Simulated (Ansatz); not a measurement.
CoH4Cl2O2:
```yaml
crystal:
  lattice:
    - [3.64996, 4.20515, 0.00000]
    - [-3.64996, 4.20515, 0.00000]
    - [-0.50234, 0.00000, 3.47598]
  atoms:
    - { symbol: Co, position: [0.00000, 0.00000, 0.00000] }
    - { symbol: H, position: [0.60238, 0.78391, 0.84873] }
    - { symbol: H, position: [0.39762, 0.21609, 0.15127] }
    - { symbol: H, position: [0.78391, 0.60238, 0.15127] }
    - { symbol: H, position: [0.21609, 0.39762, 0.84873] }
    - { symbol: Cl, position: [0.23845, 0.76155, 0.56839] }
    - { symbol: Cl, position: [0.76155, 0.23845, 0.43161] }
    - { symbol: O, position: [0.23870, 0.23870, 0.00000] }
    - { symbol: O, position: [0.76130, 0.76130, 0.00000] }
```
The run is spin-polarised; directions of the spins, atom by atom: ↑ 0 0 0 0 0 0 0 0.

Relaxed with r²SCAN+D4.

Problem. Which orbitals make up the states near the band edges in the program Ansatz at the r²SCAN+D4 level (PAW)?

Solution. Top 1 eV of the valence band: Co 3d 75 %, Cl 3p 20 %. Bottom 1 eV of the conduction band: Co 3d 88 %, Cl 3p 5 %. Projections are on Löwdin-orthogonalised atomic valence shells; empty p or d shells of many metals are not among them.

Problem. Tabulate the density of states.

Solution. States/eV per cell of 9 atoms, in 0.25 eV bins, energy from the valence-band maximum.

```tsv
E (eV)	total	Cl 3p	Co 3d	O 2p
-7.89	0.00	0.00	0.00	0.00
-7.64	0.67	0.04	0.09	0.42
-7.39	3.36	0.11	0.57	2.14
-7.14	1.85	0.15	0.10	1.23
-6.89	2.12	0.09	0.14	1.49
-6.64	1.80	0.15	0.01	1.39
-6.39	5.42	0.29	0.02	4.33
-6.14	0.79	0.02	0.00	0.66
-5.89	0.00	0.00	0.00	0.00
-5.64	0.00	0.00	0.00	0.00
-5.39	0.00	0.00	0.00	0.00
-5.14	0.82	0.43	0.23	0.09
-4.89	2.97	1.18	0.97	0.65
-4.64	4.59	2.01	1.44	0.89
-4.39	6.33	2.42	2.58	1.15
-4.14	4.82	2.59	0.70	1.32
-3.89	3.96	2.15	0.31	1.36
-3.64	4.89	2.65	0.34	1.76
-3.39	4.15	1.80	0.27	1.97
-3.14	5.47	3.04	0.80	1.48
-2.89	6.94	4.18	1.29	1.32
-2.64	9.27	6.12	1.39	1.59
-2.39	10.08	6.05	1.38	2.49
-2.14	3.86	2.93	0.17	0.71
-1.89	3.67	0.94	2.51	0.17
-1.64	3.61	0.89	2.58	0.10
-1.39	1.67	0.57	0.94	0.09
-1.14	2.96	1.27	1.33	0.25
-0.89	3.12	1.47	1.31	0.24
-0.64	0.81	0.41	0.32	0.07
-0.39	4.81	0.25	4.43	0.06
-0.14	3.18	0.27	2.84	0.03
0.11	0.01	0.00	0.01	0.00
0.36	0.00	0.00	0.00	0.00
0.61	0.00	0.00	0.00	0.00
0.86	0.00	0.00	0.00	0.00
1.11	0.00	0.00	0.00	0.00
1.36	0.00	0.00	0.00	0.00
1.61	4.00	0.06	3.71	0.17
1.86	0.00	0.00	0.00	0.00
2.11	0.00	0.00	0.00	0.00
2.36	1.80	0.21	1.45	0.04
2.61	2.20	0.26	1.78	0.06
2.86	0.00	0.00	0.00	0.00
3.11	1.39	0.12	1.15	0.02
3.36	2.56	0.25	2.10	0.06
3.61	0.04	0.00	0.04	0.00
3.86	0.00	0.00	0.00	0.00
4.11	0.00	0.00	0.00	0.00
4.36	0.05	0.00	0.00	0.00
4.61	0.12	0.00	0.00	0.00
4.86	0.19	0.01	0.00	0.00
5.11	0.26	0.01	0.00	0.01
5.36	0.36	0.02	0.00	0.01
5.61	0.56	0.03	0.00	0.01
5.86	0.84	0.05	0.00	0.02
6.11	1.22	0.07	0.01	0.03
6.36	1.89	0.10	0.01	0.06
```

Space group C2/m. The workflow started from a Materials Project entry (that database holds measured and hypothetical structures alike); the Crystallography Open Database files this formula in space group No. 12, but the cells were not matched. Its standing as an ambient phase is unchecked. The cell was relaxed with r²SCAN+D4 under the symmetry of its start; whether a distortion lowers the energy is not shown. Magnetic state: ferromagnetic, the only order run, not a proven ground state. The cell computed holds one magnetic atom, so no antiferromagnetic order was within reach. Other orbital occupations within this spin state were not tried. No Hubbard U is applied.

Potentials: the later of the program's two PAW sets.
